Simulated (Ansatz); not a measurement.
**Clamped-ion strain scan in H**

Method: DFT LDA, scalar-relativistic, plane waves, PAW (Ansatz 0.2.0). Settings: plane waves to 420 eV, k-mesh 6×6×6 (Γ-centred), Gaussian smearing 0.05 eV. No spin polarisation. Energies are free energies at this smearing, counted from the undisturbed cell; pressure is positive in compression.

Reference structure (as given, not relaxed at this level; it stands at 0.7 GPa, and it needn't be the usual structure):

```yaml
crystal:
  lattice:
    - [2.62348, -2.56690, 0.00000]
    - [2.62348, 2.56690, 0.00000]
    - [0.00000, 0.00000, 4.14182]
  atoms:
    - { symbol: H, position: [0.95330, 0.04670, 0.06851] }
    - { symbol: H, position: [0.45330, 0.54670, 0.43149] }
    - { symbol: H, position: [0.54670, 0.45330, 0.56851] }
    - { symbol: H, position: [0.04670, 0.95330, 0.93149] }
```

The cell holds molecules and no dispersion correction was added, so their binding is poorly described.

The cell is strained by ε times the Voigt pattern (1, 1, 0, 0, 0, 0) (xx, yy, zz, yz, xz, xy; engineering shear) with fractional coordinates fixed.

| ε | ΔE (meV/atom) | stress summed along the pattern (GPa, tension positive) | pressure (GPa) | gap on the mesh (eV) |
| --- | --- | --- | --- | --- |
| -0.0200 | 1.1 | -0.82 | 1.1 | 8.69 |
| -0.0150 | 0.8 | -0.72 | 1.0 | 8.69 |
| -0.0100 | 0.5 | -0.63 | 0.9 | 8.69 |
| -0.0050 | 0.2 | -0.53 | 0.8 | 8.69 |
| 0.0000 | 0.0 | -0.44 | 0.7 | 8.69 |
| 0.0050 | -0.2 | -0.35 | 0.6 | 8.70 |
| 0.0100 | -0.3 | -0.25 | 0.5 | 8.70 |
| 0.0150 | -0.4 | -0.16 | 0.5 | 8.70 |
| 0.0175 | -0.4 | -0.12 | 0.4 | 8.70 |
| 0.0200 | -0.4 | -0.08 | 0.4 | 8.70 |